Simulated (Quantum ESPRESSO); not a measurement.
Empty bands for a GW run on BeTe (zinc blende, space group F-43m, No. 216): 105 bands on a 4×4×4 mesh, PBEsol, PseudoDojo standard norm-conserving files, scalar-relativistic, Quantum ESPRESSO. The input, in which only the diagonalization keyword changes:

```
&CONTROL
  calculation = 'nscf'
  pseudo_dir = './pseudo'
  outdir = './out'
/
&SYSTEM
  ibrav = 0
  nat = 2
  ntyp = 2
  ecutwfc = 88.0
  ecutrho = 352.0
  occupations = 'fixed'
  force_symmorphic = .true.
  nbnd = 105
/
&ELECTRONS
  conv_thr = 2e-09
  diago_full_acc = .true.
  diago_thr_init = 1e-08
  diagonalization = 'david'
/
ATOMIC_SPECIES
Be 9.0122 Be.upf
Te 127.6000 Te.upf
CELL_PARAMETERS angstrom
  0.000000000000   2.803381126000   2.803381126000
  2.803381126000   0.000000000000   2.803381126000
  2.803381126000   2.803381126000   0.000000000000
ATOMIC_POSITIONS crystal
Be   0.000000000000   0.000000000000   0.000000000000
Te   0.250000000000   0.250000000000   0.250000000000
K_POINTS automatic
4 4 4 0 0 0
```

```json
[
 {"diagonalization": "david", "mean iterations per k point": "22", "rough time": "1", "largest change of an eigenvalue (eV)": "–"},
 {"diagonalization": "cg", "mean iterations per k point": "45", "rough time": "about 2×", "largest change of an eigenvalue (eV)": "1e-06"},
 {"diagonalization": "paro", "mean iterations per k point": "19", "rough time": "within a factor of two", "largest change of an eigenvalue (eV)": "2e-07"}
]
```

An iteration means different work in each solver, so the counts don't rank them. Times are rough ratios from shared machines.

Spin-orbit coupling is not included.

Geometry relaxed with PBEsol.
